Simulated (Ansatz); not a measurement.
Zincblende alloy of GaAs and InAs (28 of 32 Ga sites exchanged), 64 atoms

Ansatz, PAW, plane waves. PBEsol relaxation of volume and atoms (shape held) at the single k point (¼, ¼, ¼) without its symmetry partners; single points on the relaxed atoms at the Γ point alone, onto which points of the small cell's zone fold. Arrangement: quasirandom. No spin–orbit coupling unless named.

Relaxed structure:

```cif
data_structure
_symmetry_space_group_name_H-M 'P 1'
_symmetry_Int_Tables_number 1
_cell_length_a 12.0669
_cell_length_b 12.0669
_cell_length_c 12.0669
_cell_angle_alpha 90.000
_cell_angle_beta 90.000
_cell_angle_gamma 90.000
_cell_volume 1757.07
loop_
_atom_site_label
_atom_site_type_symbol
_atom_site_fract_x
_atom_site_fract_y
_atom_site_fract_z
_atom_site_occupancy
In1 In 0.00028 0.00243 0.99805 1
In2 In 0.99866 0.00547 0.50290 1
In3 In 0.00004 0.49845 0.99766 1
In4 In 0.99807 0.49686 0.50181 1
In5 In 0.50072 0.00135 0.99971 1
In6 In 0.50219 0.00237 0.50086 1
In7 In 0.49966 0.50053 0.00007 1
In8 In 0.50225 0.49874 0.50034 1
In9 In 0.24785 0.25232 0.99948 1
In10 In 0.24777 0.25324 0.49995 1
In11 In 0.25037 0.74772 0.00237 1
In12 In 0.25084 0.74808 0.49734 1
In13 In 0.75246 0.25327 0.99559 1
In14 In 0.75049 0.74773 0.99747 1
In15 In 0.74998 0.74812 0.50236 1
In16 In 0.25048 0.00026 0.25017 1
In17 In 0.24824 0.00240 0.75026 1
In18 In 0.24709 0.49734 0.75019 1
In19 In 0.75089 0.00287 0.25151 1
In20 In 0.75307 0.00503 0.74811 1
In21 In 0.75043 0.49785 0.25276 1
In22 In 0.00055 0.25275 0.25316 1
In23 In 0.00295 0.74862 0.25000 1
In24 In 0.99806 0.74748 0.75023 1
In25 In 0.50053 0.25266 0.25225 1
In26 In 0.50509 0.25256 0.74811 1
In27 In 0.49865 0.74786 0.25055 1
In28 In 0.50331 0.74820 0.75001 1
As1 As 0.12401 0.12587 0.12639 1
As2 As 0.11855 0.13458 0.63117 1
As3 As 0.13046 0.61701 0.12972 1
As4 As 0.12454 0.62436 0.62418 1
As5 As 0.62607 0.12853 0.12310 1
As6 As 0.63256 0.13217 0.61846 1
As7 As 0.62596 0.62373 0.12611 1
As8 As 0.63242 0.61690 0.63111 1
As9 As 0.36978 0.38081 0.13023 1
As10 As 0.37536 0.37535 0.62530 1
As11 As 0.37585 0.87526 0.12484 1
As12 As 0.37579 0.87477 0.62467 1
As13 As 0.87551 0.37537 0.12533 1
As14 As 0.86965 0.36906 0.62913 1
As15 As 0.87588 0.87486 0.12393 1
As16 As 0.87546 0.87523 0.62513 1
As17 As 0.37395 0.12590 0.37639 1
As18 As 0.37700 0.12827 0.87412 1
As19 As 0.37050 0.61658 0.36913 1
As20 As 0.37373 0.62410 0.87368 1
As21 As 0.86984 0.13400 0.38226 1
As22 As 0.88200 0.13226 0.86859 1
As23 As 0.87558 0.62482 0.37574 1
As24 As 0.86871 0.61633 0.86758 1
As25 As 0.13078 0.38310 0.36957 1
As26 As 0.11628 0.36765 0.86697 1
As27 As 0.12374 0.87783 0.37701 1
As28 As 0.12453 0.87281 0.87571 1
As29 As 0.63269 0.36877 0.38317 1
As30 As 0.63059 0.38266 0.86954 1
As31 As 0.62484 0.87375 0.37552 1
As32 As 0.62735 0.87776 0.87343 1
Ga1 Ga 0.75208 0.25183 0.50306 1
Ga2 Ga 0.25036 0.49946 0.24913 1
Ga3 Ga 0.75168 0.49495 0.74783 1
Ga4 Ga 0.99514 0.25187 0.74717 1
```

Question: What are the mean bond lengths by pair (pairs within 1.2 times the sum of covalent radii, less contacts 15 % beyond the pair's median; cation–cation pairs of compounds aside; long ionic contacts are cut short by that bound)?

Answer: As–Ga 2.490 ± 0.016 Å (standard deviation, 16 bonds); As–In 2.631 ± 0.012 Å (standard deviation, 112 bonds).

Question: What gap lies between the top filled and the lowest empty level in the single points?

Answer: HSE06 0.52 eV (85 s on NVIDIA H100).
